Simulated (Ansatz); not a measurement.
Ir at 15 GPa (stress–strain coefficients): relaxed-ion elastic tensor

Method: DFT PBEsol, scalar-relativistic, plane waves, PAW in Ansatz. Cutoff 420 eV, 18×18×10 k-points (Γ-centred), Fermi-Dirac smearing of 0.15 eV. No spin polarisation.

The cell, relaxed at 15 GPa:
```xyz
2
Lattice="2.6879 0.0000 0.0000 -1.3439 2.3278 0.0000 0.0000 0.0000 4.3596" Properties=species:S:1:pos:R:3 pbc="T T T"
Ir    1.3439    0.7759    3.2697
Ir    0.0000    1.5518    1.0899
```

In a metal, frequencies and elastic constants depend on the k mesh and the smearing, soft modes and shear constants most. Spin–orbit coupling is left out, which can shift energies with elements as heavy as these. Other phases may be more stable at this pressure.

(1) Give the relaxed-ion elastic constants (GPa, Voigt order xx yy zz yz xz xy, on the axes of the cell above).

(2) Is the crystal stable against homogeneous strain?

(3) And the moduli of a polycrystal (Hill averages)?

Answers

(1)
C11 = 765.6, C12 = 274.8, C13 = 306.5, C22 = 765.6, C23 = 306.5, C33 = 765.1, C44 = 117.7, C55 = 117.7, C66 = 245.4 GPa; the others vanish.

(2) Yes: the least eigenvalue of the tensor is 117.6 GPa.

(3) B = 452 GPa, G = 179 GPa, E = 475 GPa, ν = 0.32.

This form isn't the element's structure at ambient conditions.

Cost: 1 run of about 8.6 core-minutes, on Intel Xeon Platinum 8488C (Sapphire Rapids) (shared hosts).